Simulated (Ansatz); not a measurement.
**LaMgTl squeezed and stretched**

A database entry relaxed whole under r2SCAN (P-62m):

```
La Mg Tl
1.0
     7.85608    0.00000    0.00000
    -3.92804    6.80356    0.00000
     0.00000    0.00000    4.82666
La Mg Tl
3 3 3
Direct
  0.42452 0.00000 0.00000
  0.57548 0.57548 0.00000
  0.00000 0.42452 0.00000
  0.75878 0.00000 0.50000
  0.24122 0.24122 0.50000
  0.00000 0.75878 0.50000
  0.00000 0.00000 0.00000
  0.66667 0.33333 0.50000
  0.33333 0.66667 0.50000
```

The cell was scaled uniformly, its shape held, and the atoms relaxed at each volume with plane-wave PAW DFT (Ansatz 0.2.0; r2SCAN, 500 eV, 5×5×7 Γ-centred mesh, fermi-dirac occupations of width 0.100 eV; no spin, no spin-orbit coupling). One row is withheld.

```json
{"volume (Å³/atom)": "26.945", "energy over the lowest (meV/atom)": "17.9", "pressure (GPa)": "3.56"}
{"volume (Å³/atom)": "27.518", "energy over the lowest (meV/atom)": "7.6", "pressure (GPa)": "2.25"}
{"volume (Å³/atom)": "28.091", "energy over the lowest (meV/atom)": "?", "pressure (GPa)": "?"}
{"volume (Å³/atom)": "28.665", "energy over the lowest (meV/atom)": "0.0", "pressure (GPa)": "0.00"}
{"volume (Å³/atom)": "29.238", "energy over the lowest (meV/atom)": "1.8", "pressure (GPa)": "-0.96"}
{"volume (Å³/atom)": "29.811", "energy over the lowest (meV/atom)": "6.9", "pressure (GPa)": "-1.82"}
{"volume (Å³/atom)": "30.384", "energy over the lowest (meV/atom)": "15.0", "pressure (GPa)": "-2.59"}
```

Task: Fit the pressures of the other rows to the third-order Birch-Murnaghan form.

Result: With f = [(V₀/V)^(2/3) − 1]/2 and P = 3B₀f(1 + 2f)^(5/2)[1 + 3(B₀′ − 4)f/2], least squares gives V₀ = 28.67 Å³ an atom, B₀ = 50.4 GPa and B₀′ = 4.3; the rows miss the fit by less than 0.01 GPa. The slope of the energies differs from these pressures by less than 0.05 GPa.

Task: What does the withheld row hold?

Result: The fit gives 1.06 GPa at 28.091 Å³; the run gave 1.07 GPa and 1.8 meV an atom.

Caveats: the shape of the cell was held, so B₀ is an upper bound where the axes differ in stiffness; 0 K, fixed nuclei; the symmetry was kept, and this need not be the phase that is stable at 0 K; one mesh for all volumes; every run is gapless at this level; pressure is positive in compression.
